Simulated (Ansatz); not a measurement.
Ta₂Ge in space group P6_3/mmc (No. 194; Ge on 2c, Ta on 2a, Ta on 2d) at seven volumes, PBE in the plane-wave PAW code Ansatz, shape and atoms relaxed at each. One row is withheld.

```
V (Å³/atom)  P (GPa)
-----------  -------
15.514         20.98
16.026         12.83
16.537             ?
17.049          0.00
17.560         -5.09
18.072         -9.44
18.583        -13.13
```

Question: Fit the shown pressures and predict the withheld one.

Answer: P = (3/2)B₀(x^(7/2) − x^(5/2))[1 + (3/4)(B′ − 4)(x − 1)] with x = (V₀/V)^(2/3). Least squares on the six rows gives V₀ = 17.047 Å³/atom, B₀ = 183 GPa, B′ = 4.20. At V = 16.537, x = 1.0205 and P = 5.92 GPa. The run itself gave 5.93 GPa.

A made-up cell: these elements were put on the sites of a structure type; neither database checked (COD, Materials Project) lists it. Whether it is the stable phase at ambient conditions was not checked. The PBE relaxation kept the symmetry of its start; whether a distortion lowers the energy is not shown. No spin polarisation was allowed. Scalar-relativistic: spin–orbit coupling is off unless named, which matters more the heavier the elements.

Potentials: the later of the program's two PAW sets.
